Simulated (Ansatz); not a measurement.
### Question
Each is relaxed and computed with PBE in the plane-wave PAW code Ansatz. Which is the only metal?
(A) SiSe2, anatase
(B) SiW, CsCl type
(C) SiGe, Pmma (Si on 2e, Si on 2f, Ge on 2e, Ge on 2f)
(D) SiO2, P4_2/nmc (Si on 2a, O on 4d)

### Answer
B, SiW, CsCl type. SiW: metal; SiO2: gap 5.04 eV (indirect); SiGe: gap 0.37 eV (indirect); SiSe2: gap 0.31 eV (indirect). Constructed cells (a structure type filled with these elements, in neither database checked): SiW, CsCl type; SiO2, P4_2/nmc (Si on 2a, O on 4d); SiSe2, anatase. Typed or built starts, not in the databases checked: SiGe, Pmma (Si on 2e, Si on 2f, Ge on 2e, Ge on 2f). Not the usual ambient phase: SiO2, P4_2/nmc (Si on 2a, O on 4d). All cells were relaxed under the symmetry of their starts (and spin orders); stability against distortions was not tested throughout. Rows with no word on spin ran without spin polarisation. Scalar-relativistic: spin–orbit coupling is off unless named, which matters more the heavier the elements.

Potentials: the later of the program's two PAW sets.
